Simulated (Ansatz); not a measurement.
Relaxed Ge (diamond):

```xyz
2
Lattice="0.0000 2.8373 2.8373 2.8373 0.0000 2.8373 2.8373 2.8373 0.0000" Properties=species:S:1:pos:R:3 pbc="T T T"
Ge     0.0000     0.0000     0.0000
Ge     1.4186     1.4186     1.4186
```

In each cell atom 1 (Ge, nearest neighbour Ge at 2.457 Å; its periodic images, 4.0 Å or more away, move with it) moves by s·(0.577, 0.577, 0.577) (along Cartesian [111]), the rest being held.

All values below come from r2SCAN (plane waves to 500 eV, PAW, scalar-relativistic; Ansatz, a first-principles code). k mesh 8×8×8 (Γ-centred), Fermi-Dirac smearing 0.05 eV. Energies are smeared free energies. As the smearing reaches across the gap at some points, energies and forces of such displacements shift with the k mesh and the smearing. Ge was relaxed with its symmetry unable to fall. ΔE is measured from the undisplaced structure. The last digit holds for this mesh only.

```tsv
s (Å)	ΔE (meV/cell)
-0.490	760.9
-0.392	556.1
-0.294	355.1
-0.196	178.7
-0.098	50.1
0.000	0.0
0.098	61.2
0.196	withheld
0.294	644.2
0.392	1241.2
0.490	2113.7
```

Problem. Fit a polynomial form (powers 2, 3, 4) to the given rows and predict ΔE at s = 0.196.

Solution. Least squares on the 10 given rows: ΔE = (5647)·s² + (5734)·s³ + (1402)·s⁴, in meV/cell with s in Å; root-mean-square residual 2.23 meV/cell. At 0.196 the fit gives 262.2 meV/cell; the calculation gives 265.0 meV/cell, so the interpolation is off by -2.8 (-1.1 %). The quadratic term alone would give 216.9 meV/cell.

(For displaced atoms, the force is minus the slope of the energy, and its curvature is a force constant, which sets phonon frequencies.)
